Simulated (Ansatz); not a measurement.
# In3P: relaxation of cell and atoms

These are results of Ansatz 0.2.0, DFT, PBE, PAW with Ansatz's default frozen-core files, scalar-relativistic, not measurements.

Command: `ansatz run input.yaml --threads 1 --pin off --max-ram 3072MiB --backend cpu --events-out ev --progress --plain --runs-dir out` The run took about 42 s on 1 thread of a shared machine.

```yaml
crystal:
  lattice:
    - [0.0, 3.4729629115, 3.4729629115]
    - [3.4729629115, 0.0, 3.4729629115]
    - [3.4729629115, 3.4729629115, 0.0]
  atoms:
    - { symbol: P, position: [0.0, 0.0, 0.0] }
    - { symbol: In, position: [0.5, 0.5, 0.5] }
    - { symbol: In, position: [0.25, 0.25, 0.25] }
    - { symbol: In, position: [0.75, 0.75, 0.75] }
kpoints:
  mp_grid: { grid: [10, 10, 10] }
scf:
  occupations: { method: fermi_dirac, width: 0.03 }
hamiltonian:
  xc: pbe
  pseudopotentials: { kind: paw }
output:
  forces: true
  stress: true
  write_density: true
  write_potential: true
  elf: true
  volumetric_format: npy
relax:
  f_tol: 0.005
  max_steps: 80
  cell: {}
```

No spin–orbit coupling, which matters for the heavy atoms here.

The cell is built from the D03 type as a first guess.

The cutoff is 420 eV; energies and pressures of the walk include the program's estimate of the Pulay term.

Each frame lists the cell vectors (Å), then Cartesian positions (Å); symmetry keeps all forces zero. Free energies count from the first step, -17547.8807 eV.

The walk took 5 evaluations in all; steps that aren't listed are left out.

Step 1: E = 0.0 meV, P = 10.07 GPa

```
cell 0.0000 3.4730 3.4730 3.4730 0.0000 3.4730 3.4730 3.4730 0.0000
P     0.0000    0.0000    0.0000
In    3.4730    3.4730    3.4730
In    1.7365    1.7365    1.7365
In    5.2094    5.2094    5.2094
```

Step 2: E = -398.2 meV, P = 1.07 GPa

```
cell 0.0000 3.6423 3.6423 3.6423 0.0000 3.6423 3.6423 3.6423 0.0000
P     0.0000    0.0000    0.0000
In    3.6423    3.6423    3.6423
In    1.8211    1.8211    1.8211
In    5.4634    5.4634    5.4634
```

Step 3: E = -405.1 meV, P = 0.25 GPa

```
cell 0.0000 3.6648 3.6648 3.6648 0.0000 3.6648 3.6648 3.6648 0.0000
P     0.0000    0.0000    0.0000
In    3.6648    3.6648    3.6648
In    1.8324    1.8324    1.8324
In    5.4972    5.4972    5.4972
```

Task: How does the relaxation end?

Result: It converges, with a = 7.344 Å, b = 7.344 Å, c = 7.344 Å, α = 90.00°, β = 90.00°, γ = 90.00° (conventional cell, space group Fm-3m). The last solve (on a basis chosen afresh for the final cell, so its energy is not quite comparable) gives E = -409.8 meV, P = 0.02 GPa:
```
cell 0.0000 3.6719 3.6719 3.6719 0.0000 3.6719 3.6719 3.6719 0.0000
P     0.0000    0.0000    0.0000
In    3.6719    3.6719    3.6719
In    1.8359    1.8359    1.8359
In    5.5078    5.5078    5.5078
```
